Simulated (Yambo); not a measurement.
RbPbF3 (cubic perovskite, space group Pm-3m, No. 221): a test of whether the lowest BSE state is resolved, against the k mesh (Yambo, PBEsol bands; otherwise 6 valence and 6 conduction bands, static screening with 62 bands and a 3 Ry block, scissor 2.06 eV, Tamm-Dancoff).

```csv
k mesh,direct gap (eV),lowest state (eV),difference (eV),k points taking part,rough cost
2×2×2,5.06,3.95,1.11,1.3,about 1/40
4×4×4,5.06,4.32,0.74,1.4,about 1/7
6×6×6,5.06,4.50,0.56,1.9,1
```

The last step moves the difference by 0.18 eV. Even the densest mesh doesn't resolve the state: none of these energies is a result, and the difference is no binding energy.

These are vertical excitations (zero momentum). The scissor comes from a G0W0 run whose convergence isn't established; costs are rough.

Spin-orbit coupling is left out; with 6p states at a band edge it can lower the gap by many tenths of an eV, most of a small gap. The cell is held in this high symmetry; tilts and polar distortions were not searched.

The standard potential for Pb keeps a d shell in the valence without the s and p states of that shell. In tests on such compounds this moved G0W0 gaps by up to about 0.9 eV, so absolute quasiparticle energies here are unreliable; differences between settings are what counts.

Geometry of the Materials Project entry, not relaxed at this level; primitive cell a = 4.862 Å, b = 4.862 Å, c = 4.862 Å, α = 90.00°, β = 90.00°, γ = 90.00°.

The structure is a Materials Project entry; no match was found in the copy of COD used, and its stability was not checked.
